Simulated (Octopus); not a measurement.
# AlN (P63mc, No. 186): Octopus summary

AlN (P63mc, No. 186):
```
CELL_PARAMETERS angstrom
      3.12859     0.00000     0.00000
     -1.56429     2.70944     0.00000
      0.00000     0.00000     5.01696
ATOMIC_POSITIONS crystal
  Al 0.66667 0.33333 0.49929
  Al 0.33333 0.66667 0.99929
  N  0.66667 0.33333 0.88071
  N  0.33333 0.66667 0.38071
```
The cell is a database entry, not relaxed again.

Level: LDA. Code: Octopus 16.4. Numerical set-up: grid spacing about 0.17 Å, Γ-centred 12×12×4 k-mesh, no spin polarisation; Troullier-Martins for N / PseudoDojo for Al.

### Question
What band gap does LDA give on the standard high-symmetry path?

### Answer
4.12 eV, direct at Γ. A grid finer by a fifth moves the gap between mesh points by 0.01 eV.
